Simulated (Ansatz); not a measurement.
Relaxed-ion elastic tensor of GaIr (CsCl type, Pm-3m) in GPa (Voigt order), PBEsol (plane waves, PAW; program Ansatz); density 15.80 g/cm³, 13.76 Å³ per atom.

```
 283   224   224   0.0   0.0   0.0
 224   283   224   0.0   0.0   0.0
 224   224   283   0.0   0.0   0.0
 0.0   0.0   0.0  73.5   0.0   0.0
 0.0   0.0   0.0   0.0  73.5   0.0
 0.0   0.0   0.0   0.0   0.0  73.5
```

Is the crystal mechanically stable?

Yes: the smallest eigenvalue of C is 59.2 GPa.

Work out the Voigt, Reuss and Hill averages.

K_V = 244, K_R = 244, K_H = 244; G_V = 56.0, G_R = 46.1, G_H = 51.0 GPa.

Give Young's modulus, Poisson's ratio, Pugh's ratio and the universal anisotropy index.

E = 9KG/(3K + G) = 143 GPa; ν = 0.40; K/G = 4.78 (ductile by the Pugh limit of 1.75); A_U = 5G_V/G_R + K_V/K_R − 6 = 1.06.

Estimate the sound speeds and the Debye temperature.

v_l = √((K + 4G/3)/ρ) = 4440 m/s, v_t = √(G/ρ) = 1800 m/s, mean 2040 m/s; Θ = (h/k)(3n/4πV)^(1/3) v_m = 253 K.

Give the Zener ratio and Young's modulus along [100], [110] and [111].

A = 2C44/(C11 − C12) = 2.48; 1/E = S11 − 2(S11 − S12 − S44/2)Γ with Γ = 0, 1/4, 1/3 gives 85.3, 150, 200 GPa.

The first step of the workflow began from a Materials Project structure, measured or hypothetical; the Crystallography Open Database files this formula in space group No. 221, but the cells were not matched. Whether it is the stable phase at ambient conditions was not checked. The PBEsol relaxation kept the symmetry of its start; of distortions, only those at the zone centre were tested. No spin polarisation was allowed. As this level gives no gap, shear constants depend on the k-mesh and smearing (Fermi–Dirac, 0.1 eV here). Scalar-relativistic: spin–orbit coupling is off unless named, which matters more the heavier the elements.

Potentials: the later of the program's two PAW sets.
